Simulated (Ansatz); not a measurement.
Ca2C (antifluorite) at its r2SCAN geometry, run in Ansatz 0.2.0 at 3 levels of theory. All values are calculated for a non-magnetic cell, which may be hypothetical.

The r2SCANh input:
```yaml
crystal:
  lattice:
    - [0.0, 3.1285803954, 3.1285803954]
    - [3.1285803954, 0.0, 3.1285803954]
    - [3.1285803954, 3.1285803954, 0.0]
  atoms:
    - { symbol: C, position: [0.0, 0.0, 0.0] }
    - { symbol: Ca, position: [0.25, 0.25, 0.25] }
    - { symbol: Ca, position: [0.75, 0.75, 0.75] }
kpoints:
  mp_grid: { grid: [6, 6, 6] }
  band_path:
    path:
      - [0.0, 0.0, 0.0]
      - [0.5, 0.0, 0.5]
      - [0.625, 0.25, 0.625]
      - [0.375, 0.375, 0.75]
      - [0.5, 0.5, 0.5]
      - [0.5, 0.25, 0.75]
      - [0.0, 0.5, 0.5]
    npoints: 1
hamiltonian:
  xc: r2scanh
scf:
  occupations: { method: fixed }
  n_extra_bands: 4
output:
  forces: true
  stress: true
  eigenvalues: true
  write_density: true
  write_potential: true
  elf: true
  volumetric_format: npy
```

Main results, then, where recorded, the levels near the gap in eV from the Fermi energy (columns number the bands from 0), one row a point of the path (Γ, X, U, K, L, W, X):
```
Crystal: 3 atoms, lattice volume = 61.245 Å³
Symmetry: 48 space group operations
Space group: Fm-3m (ITA 225)
```
```
Basis set: ecut = 500 eV, 1471 PW (Γ)
k-points: 16 of 216
hybrid outer 1: dexx = +1.272e-3 eV, tail = 3.07e-6 eV
hybrid outer 2: dexx = +3.398e-8 eV, tail = 1.33e-8 eV, Δε = 9.22e-4 eV
hybrid SCF converged: 2 outer / 10 inner (+7 warm-up)
Free energy (F): -3894.024769 eV
Fermi energy:    7.357843 eV
--- Stress (GPa, compression-positive) ---
        0.004006       0.000000       0.000000
        0.000000       0.004006       0.000000
        0.000000       0.000000       0.004006
  P = ⅓ Tr σ = 0.0040 GPa (0.040 kbar)
```
```tsv
band_7	band_8	band_9	band_10	band_11	band_12	band_13	band_14
-22.438	-9.305	-1.092	-1.092	-1.092	1.564	2.902	2.902
-22.321	-8.527	-2.058	0.000	0.000	0.892	3.592	3.876
-22.338	-8.535	-1.577	-0.792	-0.108	1.348	3.999	4.274
-22.338	-8.535	-1.577	-0.792	-0.108	1.348	3.999	4.274
-22.665	-8.673	-2.051	-0.413	-0.413	3.717	4.009	4.009
-22.348	-8.521	-1.141	-1.141	-0.209	1.284	4.175	4.175
-22.321	-8.527	-2.058	0.000	0.000	0.892	3.592	3.876
```

With r2SCANh the gap is 0.89 eV and direct, at X.

**Question.** Another run on the same cell gave
```
Basis set: ecut = 420 eV, 1243 PW (Γ)
k-points: 16 of 216
hybrid outer 1: dexx = +1.771e-2 eV, tail = 3.66e-5 eV
hybrid outer 2: dexx = +8.499e-7 eV, tail = 8.41e-9 eV, Δε = 1.74e-3 eV
hybrid SCF converged: 2 outer / 11 inner (+5 warm-up)
Free energy (F): -3885.060950 eV
Fermi energy:    7.281145 eV
--- Stress (GPa, compression-positive) ---
        0.371096       0.000000       0.000000
        0.000000       0.371096       0.000000
        0.000000       0.000000       0.371096
  P = ⅓ Tr σ = 0.3711 GPa (3.711 kbar)
```
```tsv
band_7	band_8	band_9	band_10	band_11	band_12	band_13	band_14
-22.722	-9.469	-1.058	-1.058	-1.058	1.404	3.024	3.024
-22.604	-8.612	-2.161	0.000	0.000	0.825	3.582	4.020
-22.620	-8.622	-1.659	-0.848	-0.095	1.316	4.038	4.413
-22.620	-8.622	-1.659	-0.848	-0.095	1.316	4.038	4.413
-22.955	-8.774	-2.167	-0.383	-0.383	3.739	4.073	4.073
-22.631	-8.606	-1.203	-1.203	-0.236	1.267	4.266	4.266
-22.604	-8.612	-2.161	0.000	0.000	0.825	3.582	4.020
```
Which level of theory gave it?

**Answer.** It is HSE06, judged by the exchange loop and the size of the gap (a near hybrid could fit too), on 6×6×6; the blocks that differ from the first input, but for the band path:
```yaml
hamiltonian:
  xc: hse06
```
The HSE06 gap is direct at X: 0.83 eV. The mean stress, +0.4 GPa, is small, and the program warns that its thresholds are loose for a hybrid's stress.

PBE0. Against the first input these blocks differ (the band path and keys that only write files left aside):
```yaml
hamiltonian:
  xc: pbe0
```

```
Basis set: ecut = 420 eV, 1243 PW (Γ)
k-points: 16 of 216
hybrid outer 1: dexx = +2.676e-2 eV, tail = 9.66e-5 eV
hybrid outer 2: dexx = +4.860e-6 eV, tail = 2.91e-8 eV, Δε = 3.56e-3 eV
hybrid SCF converged: 2 outer / 11 inner (+5 warm-up)
Free energy (F): -3885.577745 eV
Fermi energy:    6.922792 eV
--- Stress (GPa, compression-positive) ---
        0.281117       0.000000       0.000000
        0.000000       0.281117       0.000000
        0.000000       0.000000       0.281117
  P = ⅓ Tr σ = 0.2811 GPa (2.811 kbar)
```
```tsv
band_7	band_8	band_9	band_10	band_11	band_12	band_13	band_14
-22.787	-9.535	-1.075	-1.075	-1.075	2.024	3.754	3.754
-22.669	-8.666	-2.200	0.000	0.000	1.472	4.289	4.759
-22.685	-8.677	-1.694	-0.883	-0.100	1.993	4.760	5.152
-22.685	-8.677	-1.694	-0.883	-0.100	1.993	4.760	5.152
-23.023	-8.831	-2.235	-0.399	-0.399	4.472	4.800	4.800
-22.696	-8.661	-1.231	-1.231	-0.258	1.946	4.996	4.996
-22.669	-8.666	-2.200	0.000	0.000	1.472	4.289	4.759
```

PBE0 gives a direct gap of 1.47 eV at X. The mean stress, +0.3 GPa, is small, and the program warns that its thresholds are loose for a hybrid's stress.

Totals of different functionals can't be compared.

The meshes of the hybrids are coarse, so their gaps aren't converged to the digits shown.
